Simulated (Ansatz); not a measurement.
# CdGaH₁₄O₇F₅ — Ga-71 nuclear quadrupole resonance

Cell: a computed structure from the Materials Project (it need not be an observed phase), atoms as given.

Space group P-1 (No. 2); a = 5.9973, b = 9.4761, c = 10.1305 Å, α = 107.84°, β = 102.01°, γ = 95.56°.

```
site  Wyckoff  site symmetry       x       y       z
  Cd       2i              1  0.5756  0.3204  0.2492
  Ga       2i              1  0.9436  0.1797  0.7514
  H5       2i              1  0.1035  0.4055  0.5881
  H6       2i              1  0.2083  0.0870  0.5760
  H7       2i              1  0.6174  0.8290  0.2679
  H8       2i              1  0.2600  0.5098  0.9245
  H9       2i              1  0.1970  0.5107  0.2493
 H11       2i              1  0.6044  0.8538  0.5797
 H13       2i              1  0.6692  0.3166  0.9761
 H14       2i              1  0.1677  0.3864  0.0955
 H15       2i              1  0.6750  0.6217  0.4710
 H16       2i              1  0.9709  0.7099  0.7469
 H18       2i              1  0.6693  0.9915  0.8815
 H19       2i              1  0.7565  0.9134  0.9953
 H20       2i              1  0.3710  0.7385  0.4858
 H21       2i              1  0.9231  0.1237  0.2348
 O33       2i              1  0.2403  0.4581  0.5728
 O34       2i              1  0.3664  0.0970  0.0913
 O35       2i              1  0.7846  0.5942  0.7993
 O36       2i              1  0.2258  0.1652  0.6715
 O40       2i              1  0.9188  0.2309  0.2854
 O42       2i              1  0.3459  0.6088  0.9349
 O43       2i              1  0.4829  0.2481  0.4399
 F47       2i              1  0.1416  0.6795  0.3479
 F49       2i              1  0.9587  0.9518  0.1463
 F50       2i              1  0.2230  0.9867  0.4163
 F52       2i              1  0.6607  0.1809  0.8180
 F53       2i              1  0.8960  0.6520  0.0845
```

One atom of each set is listed.

The numbers come from a DFT calculation in Ansatz (PBE, plane waves and PAW, scalar-relativistic, 420 eV cutoff, Γ-centred 4×3×3 k-points, Fermi–Dirac smearing 0.02 eV).

Ga-71: I = 3/2, Q = 107.0 mb (year-2017 value). Static lattice, zero field.

Task: Predict the zero-field Ga-71 lines of each site.

Result: For I = 3/2 there is one line, ν = (|C_Q|/2)(1 + η²/3)^½.

| site | atoms | V_zz (10²¹ V/m²) | C_Q (MHz) | η | line frequencies (MHz) |
| --- | --- | --- | --- | --- | --- |
| Ga | 2 | 1.50 | 3.87 | 0.36 | 1.98 |

Task: And for ⁶⁹Ga (I = 3/2, Q = 171.0 mb) on Ga?

Result: C_Q scales with Q to 6.19 MHz, with lines at 3.16 MHz.

At Ga V_zz points along its one bond to O (within 9°).

The run took 4.4 min of wall time (4.5 min of CPU time) and 1.7 GiB at its peak, on 1 thread of Arm Neoverse V1 (aarch64; 8 cores open to the job, memory cap 3.0 GiB, no GPU), a shared host with a load of 0.7 a core.
